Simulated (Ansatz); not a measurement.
Si:
```
CELL_PARAMETERS angstrom
      0.00000     7.31214     7.31214
      7.31214     0.00000     7.31214
      7.31214     7.31214     0.00000
ATOMIC_POSITIONS crystal
  Si 0.50000 0.50000 0.50000
  Si 0.75000 0.75000 0.75000
  Si 0.39136 0.39136 0.39136
  Si 0.42407 0.85864 0.85864
  Si 0.39136 0.39136 0.82593
  Si 0.85864 0.42407 0.85864
  Si 0.82593 0.39136 0.39136
  Si 0.85864 0.85864 0.85864
  Si 0.39136 0.82593 0.39136
  Si 0.85864 0.85864 0.42407
  Si 0.36415 0.75283 0.75283
  Si 0.11981 0.49717 0.88585
  Si 0.75283 0.36415 0.13019
  Si 0.49717 0.11981 0.49717
  Si 0.13019 0.75283 0.75283
  Si 0.49717 0.88585 0.49717
  Si 0.75283 0.13019 0.36415
  Si 0.88585 0.49717 0.11981
  Si 0.75283 0.36415 0.75283
  Si 0.88585 0.11981 0.49717
  Si 0.13019 0.75283 0.36415
  Si 0.49717 0.49717 0.11981
  Si 0.75283 0.13019 0.75283
  Si 0.49717 0.49717 0.88585
  Si 0.36415 0.75283 0.13019
  Si 0.11981 0.88585 0.49717
  Si 0.75283 0.75283 0.36415
  Si 0.49717 0.88585 0.11981
  Si 0.36415 0.13019 0.75283
  Si 0.11981 0.49717 0.49717
  Si 0.75283 0.75283 0.13019
  Si 0.88585 0.49717 0.49717
  Si 0.13019 0.36415 0.75283
  Si 0.49717 0.11981 0.88585
```

Relaxed with PBEsol. Independent-particle spectrum: no excitons, no local fields, no scissors shift; 0.1 eV broadening; ε₁ of the summed bands alone.

Problem. Tabulate the dielectric function from DFT-PBEsol in the program Ansatz with PAW potentials.

Solution. 

```tsv
E (eV)	ε₁ xx	ε₂ xx
0.0	20.74	0.00
0.3	21.16	0.00
0.6	22.64	0.00
0.9	26.62	0.41
1.2	34.73	11.02
1.5	26.00	15.33
1.8	29.72	20.20
2.1	14.23	29.12
2.4	9.32	24.77
2.7	2.94	23.22
3.0	2.70	20.45
3.3	0.68	16.70
3.6	0.45	17.30
3.9	-2.20	17.03
4.2	-3.63	15.46
4.5	-4.38	13.90
4.8	-6.40	12.84
5.1	-8.10	10.38
5.4	-7.58	7.74
5.7	-7.76	6.20
6.0	-6.46	4.19
6.3	-5.52	3.45
6.6	-4.77	3.00
6.9	-4.42	2.48
7.2	-3.83	2.07
7.5	-3.38	1.93
7.8	-3.12	1.73
8.1	-2.86	1.46
8.4	-2.55	1.31
8.7	-2.39	1.16
9.0	-2.13	1.00
9.3	-1.98	0.89
9.6	-1.77	0.75
9.9	-1.57	0.66
10.2	-1.43	0.60
10.5	-1.26	0.52
10.8	-1.12	0.49
11.1	-1.01	0.45
11.4	-0.91	0.41
11.7	-0.82	0.38
12.0	-0.71	0.33
```

Problem. From ε at 1.0 eV (xx: 29.22 + 1.32i), find n, k, the normal reflectivity and the absorption coefficient.

Solution. n = 5.41, k = 0.122, R = 47 %, α = 2kE/ħc = 12000 cm⁻¹.

With all bands, ε∞ without local fields is 20.8.

Space group Fd-3m. The first step of the workflow began from a Materials Project structure, measured or hypothetical. Its sites differ from those of the usual phase in this space group: another stacking or structure type. Symmetry was held in the PBEsol relaxation; whether a distortion lowers the energy is not shown.

Potentials: the later of the program's two PAW sets.
